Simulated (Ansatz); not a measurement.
CaCl$_{2}$ (rutile, P4_2/mnm), plane-wave PAW r²SCAN (Ansatz code). The conduction-band minimum lies at Γ, with 1 equivalent valley. Second derivatives d²E/dk² of the lowest band at one valley (eV·Å²), along Cartesian directions:

```tsv
direction	d²E/dk²
[100]	6.753
[010]	6.753
[001]	11.91
[110]	6.746
[101]	9.332
[011]	9.332
```

Task: Find the principal effective masses, the density-of-states mass and the conductivity mass.

Result: Off-diagonal terms follow from H_xy = H[110] − (H_xx + H_yy)/2, and m*/mₑ = 7.620 eV·Å² over each eigenvalue: 0.64, 1.1, 1.1. One valley's DOS mass (m₁m₂m₃)^(1/3) = 0.93, conductivity mass 3/(Σ 1/mᵢ) = 0.90 mₑ.

Task: What effective density of states Nc follows at 300 K for parabolic valleys?

Result: Nc = 2.509e19 × 1 × (0.93)^(3/2) ≈ 2.3e19 cm⁻³.

The first step of the workflow began from a Materials Project structure, measured or hypothetical; the Crystallography Open Database copy checked does not list it. COD files the formula under space group No. 58. Whether it is the stable phase at ambient conditions was not checked. The cell was relaxed with r²SCAN under the symmetry of its start; whether a distortion lowers the energy is not shown.

Potentials: the later of the program's two PAW sets.

Edges and masses are those of Kohn–Sham bands, whose gap is no quasiparticle gap.
